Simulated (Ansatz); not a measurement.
## Na: frozen-core PAW against all-electron methods

```
CELL_PARAMETERS angstrom
3.76700 0.00000 0.00000
-1.88350 3.26232 0.00000
0.00000 0.00000 6.15400
ATOMIC_POSITIONS crystal
Na 0.33333 0.66667 0.25000
Na 0.66667 0.33333 0.75000
```

Atom numbers follow the list: Na1, Na2.

The cell is a measured one (Crystallography Open Database entry 9011000); the temperature and pressure of the measurement aren't taken into account, and nothing was relaxed.

Levels of theory: DFT, PBEsol, PAW with Ansatz's default frozen-core files, scalar-relativistic (Ansatz 0.2.0); DFT, PBEsol, all-electron PAW with datasets made for the crystal, scalar-relativistic (Ansatz 0.2.0); DFT, PBEsol, all-electron LAPW, scalar-relativistic (Ansatz 0.2.0).

For PAW: a Γ-centred 13×13×7 k mesh, Fermi–Dirac smearing of 0.05 eV, cutoff 420 eV, no spin polarisation; the PAW files were made with PBE, and the program remakes their frozen cores for this functional. The crystal-made all-electron datasets (AE datasets) take a cutoff of 160 eV at this cell. LAPW targets a basis error of 0.25 meV/atom. The Ansatz runs share mesh, smearing and spin set-up. Plane-wave (PAW) pressures include the program's estimate of the Pulay term.

Stress and pressure are positive in compression.

Levels count from the Fermi level.

```json
{"quantity": "pressure (GPa)", "PAW": "-0.28", "AE datasets": "-0.28", "LAPW": "-0.28"}
{"quantity": "stress xx (GPa)", "PAW": "-0.32", "AE datasets": "-0.32", "LAPW": "-0.32"}
{"quantity": "stress zz (GPa)", "PAW": "-0.20", "AE datasets": "-0.20", "LAPW": "-0.20"}
{"quantity": "highest filled level at K (eV)", "PAW": "-24.806", "AE datasets": "-24.836", "LAPW": "-24.835"}
{"quantity": "lowest empty level at K (eV)", "PAW": "1.291", "AE datasets": "1.291", "LAPW": "1.291"}
{"quantity": "highest filled level at M (eV)", "PAW": "-24.798", "AE datasets": "-24.828", "LAPW": "-24.828"}
{"quantity": "lowest empty level at M (eV)", "PAW": "0.243", "AE datasets": "0.243", "LAPW": "0.243"}
{"quantity": "highest filled level at L (eV)", "PAW": "-24.802", "AE datasets": "-24.832", "LAPW": "-24.831"}
{"quantity": "lowest empty level at L (eV)", "PAW": "1.046", "AE datasets": "1.046", "LAPW": "1.046"}
```
